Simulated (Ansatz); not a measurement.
One crystal and one scan (energy against volume) at two levels, PBE (plane waves to 420 eV, PAW, scalar-relativistic; Ansatz, a quantum-chemistry and plane-wave program) and PBEsol (plane waves to 420 eV, PAW, scalar-relativistic; Ansatz), each from its own relaxed cell and on its own mesh.

The crystal is Zr3N4 (space group I-43d); the cell is scaled evenly about its relaxed volume V₀.

The energy includes the smearing's −TS. Zr3N4 is run without spin polarisation. Zr3N4 was relaxed with its symmetry unable to fall. Both scans cover V/V₀ from 0.900 to 1.100.

```
quantity                                                   run 1  run 2
---------------------------------------------------------  -----  -----
Lattice constant a (Å)                                     6.783  6.703
Band gap of the relaxed cell, no spin-orbit coupling (eV)   0.70   0.75
Pressure at the smallest volume (GPa)                       29.9   34.6
Energy cost of the largest compression (meV/atom)           91.6  104.4
Energy cost of the largest expansion (meV/atom)             44.8   59.0
Bulk modulus B₀ (third-order Birch-Murnaghan fit) (GPa)    182.5  230.9
Pressure derivative B₀′ (fit)                                9.3    7.4
Pressure for 5 % compression (fit) (GPa)                    11.8   14.3
```

Q: Which run is which level?

A: Run 1 is PBE, run 2 is PBEsol. PBE gives the higher value for: lattice constant a; pressure derivative B₀′. PBE gives the lower value for: band gap of the relaxed cell, no spin-orbit coupling; pressure at the smallest volume; energy cost of the largest compression; energy cost of the largest expansion; bulk modulus B₀; pressure for 5 % compression. Neither level is exact: the differences show how much the result hangs on the functional.

(Under strain, the slope of the energy per volume gives the stress and its curvature an elastic modulus.)
